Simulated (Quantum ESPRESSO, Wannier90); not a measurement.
**Wannier functions of ZrS$_{2}$ (CdI2 type)**

```
ZrS2
1.0
    3.69138     0.00000     0.00000
   -1.84569     3.19683     0.00000
    0.00000     0.00000     6.04108
Zr S
1 2
Direct
  0.00000   0.00000   0.00000
  0.66667   0.33333   0.76209
  0.33333   0.66667   0.23791
```

Cell from Materials Project (mp-1186), symmetrised, no further relaxation. Not found in the COD (Crystallography Open Database) copy used; not checked further. Computed values, not measurements, from PBEsol: Quantum ESPRESSO (norm-conserving PseudoDojo potentials, cutoff 53 Ry, no spin polarisation, no spin-orbit coupling) on a Γ-centred 12×12×6 mesh, then Wannier90. Density: 12×12×6 mesh, cold smearing 0.01 Ry. The cell is built of weakly bound layers, chains or molecules, whose nearest atoms lie 3.82 Å apart. Database cells relaxed without dispersion often hold them too far apart, which can enlarge gaps and weakens couplings between them; spacing and stacking were not compared with the measured crystal.

Base run: 11 functions from bands 7-27 of the 27 computed, start hydrogen-like Zr: d; S: p, frozen window up to 2.45 eV relative to the valence-band maximum, outer window open. One setting was then changed (edges relative to the valence-band maximum; misfit to pw.x on a path, for states up to 2.0 eV relative to the valence-band maximum).

| run | Ω_I (Å²) | rms misfit (meV) | worst (meV) |
|---|---|---|---|
| base | 18.28 | 0.4 | 4.6 |
| changed | 17.30 | 139 | 580 |

### Question
Which change was made?
(A) frozen window to 4.45 eV
(B) frozen window to 0.45 eV
(C) outer window to 8.28 eV
(D) frozen window to 1.45 eV
(E) outer window to 11.28 eV

### Answer
B, frozen window to 0.45 eV. The others give:

| run | Ω_I (Å²) | rms misfit (meV) | worst (meV) |
|---|---|---|---|
| frozen window to 1.45 eV | 17.80 | 28 | 158 |
| frozen window to 4.45 eV | 19.95 | 0.2 | 1.4 |
| outer window to 8.28 eV | 21.71 | 0.2 | 0.8 |
| outer window to 11.28 eV | 19.35 | 0.3 | 3.8 |
